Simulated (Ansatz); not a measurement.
SnO2: frozen-core PAW against all-electron methods

```
Sn O
1.0
     4.73735    0.00000    0.00000
     0.00000    4.73735    0.00000
     0.00000    0.00000    3.25013
Sn O
2 4
Direct
  0.00000 0.00000 0.00000
  0.50000 0.50000 0.50000
  0.30562 0.30562 0.00000
  0.19438 0.80562 0.50000
  0.69438 0.69438 0.00000
  0.80562 0.19438 0.50000
```

Atom numbers follow the list: Sn1, Sn2, O3, O4, O5, O6.

Structure: COD 2101853, as refined from experiment and not relaxed. The listed cell was then made from it by scaling, straining or moving an atom.

Spin–orbit coupling is left out, though it moves levels of the heavy atoms by tenths of an eV or more.

Methods: DFT, LDA, PAW with Ansatz's default frozen-core files, scalar-relativistic (Ansatz 0.2.0); DFT, LDA, all-electron PAW with datasets made for the crystal, scalar-relativistic (Ansatz 0.2.0); DFT, LDA, all-electron LAPW, scalar-relativistic (Ansatz 0.2.0).

For PAW: a Γ-centred 4×4×6 k mesh, Fermi–Dirac smearing of 0.03 eV, cutoff 420 eV, no spin polarisation; the PAW files were made with PBE, and the program remakes their frozen cores for this functional. The crystal-made all-electron datasets (AE datasets) take a cutoff of 440 eV at this cell. LAPW targets a basis error of 1 meV/atom. The Ansatz runs share mesh, smearing and spin set-up. Plane-wave (PAW) pressures include the program's estimate of the Pulay term.

Stress and pressure are positive in compression.

No spin–orbit coupling: at heavy atoms the gradients can be off by tens of per cent for that reason.

```tsv
quantity	PAW	AE datasets	LAPW
pressure (GPa)	-5.68	-5.57	-5.57
stress xx (GPa)	?	-4.01	-4.01
stress zz (GPa)	-8.83	-8.71	-8.71
force on O3, y (eV/Å)	0.129	0.131	0.131
band gap (eV)	0.815	0.820	0.820
field gradient Vzz at Sn1 (10²¹ V/m²)	?	7.32	–
field gradient Vzz at O3 (10²¹ V/m²)	-10.81	?	–
```

What belongs in the row "stress xx (GPa)", column "PAW"?

-4.11.

What belongs in the row "field gradient Vzz at O3 (10²¹ V/m²)", column "AE datasets"?

-10.65.

Give the missing entry: row "field gradient Vzz at Sn1 (10²¹ V/m²)", column "PAW".

7.19.
